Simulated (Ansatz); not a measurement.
The relaxed structure here is a generated cell of SrTiO3: the first start was made by placing the elements on the sites of a structure type, and the end was not matched to a known phase here, so it may be hypothetical. Known forms of SrTiO3 include space group No. 221.

The end point of a relaxation of SrTiO3. Space group P4/mmm (No. 123). The numbers are results of r2SCAN (plane waves to 500 eV, PAW, scalar-relativistic; Ansatz, a quantum-chemistry and plane-wave program), not measurements.

Space group P4/mmm (No. 123); a = b = 4.6910 Å, c = 3.5004 Å, α = β = γ = 90.00°

| atom | site | symmetry | x | y | z |
|---|---|---|---|---|---|
| Sr | 1a | 4/mmm | 0.0000 | 0.0000 | 0.0000 |
| O | 1d | 4/mmm | 0.5000 | 0.5000 | 0.5000 |
| O | 2e | mmm. | 0.0000 | 0.5000 | 0.5000 |
| Ti | 1c | 4/mmm | 0.5000 | 0.5000 | 0.0000 |

### Question
Predict the band gap from r2SCAN.

### Answer
No gap: a half-metal at this level (one spin channel is gapped at the Fermi level).

### Question
Predict the magnetic moment from r2SCAN.

### Answer
Net 0.00 μB/atom, spin-polarised, with opposite induced moments.

Spin state reached: spin-polarised, with opposite induced moments (net 0.00 μB/atom); other spin orders were not run from this start. The d or f electrons are treated with no Hubbard U.

The run could not lose the symmetry of its start, so the end can be a saddle point.

All atoms sit on sites fixed by symmetry, so only the cell could relax.

It was reached from a disturbed copy of a Pm-3m (No. 221) cell (cubic perovskite type), against which it lies +2.15 eV/atom.
